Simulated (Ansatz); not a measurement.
GeB2Mo2 in space group P-6m2 (No. 187; Mo on 2h, Ge on 1a, B on 1b, B on 1f) under volume change, plane-wave PAW r²SCAN (Ansatz code), shape and atoms relaxed at each volume.

| V (Å³/atom) | E − E(relaxed) (meV/atom) | P (GPa) |
|---|---|---|
| 10.454 | ___ | ___ |
| 10.798 | 35.9 | 17.69 |
| 11.143 | ___ | ___ |
| 11.487 | 0.0 | 0.00 |
| 11.832 | 7.6 | -6.89 |
| 12.177 | 28.9 | -12.72 |
| 12.521 | 61.7 | -17.60 |

### Question
What belongs in the gaps?

### Answer

- 11.143, E − E(relaxed) (meV/atom): 8.5
- 11.143, P (GPa): 8.09
- 10.454, E − E(relaxed) (meV/atom): 85.8
- 10.454, P (GPa): 29.00

### Question
What does a third-order Birch–Murnaghan fit give for V₀, B₀ and B′?

### Answer
V₀ = 11.49 Å³/atom, B₀ = 248 GPa, B′ = 4.5.

The start of the workflow was typed in or built on a structure type; neither database checked (COD, Materials Project) lists it. Its standing as an ambient phase is unchecked. Symmetry was held in the r²SCAN relaxation; whether a distortion lowers the energy is not shown. The run is not spin-polarised. Scalar-relativistic: spin–orbit coupling is off unless named, which matters more the heavier the elements.

Potentials: the earlier of the program's two PAW sets. The files were generated under PBE; for other functionals the program regenerates the frozen cores, and for LDA and PBEsol the local potential too.
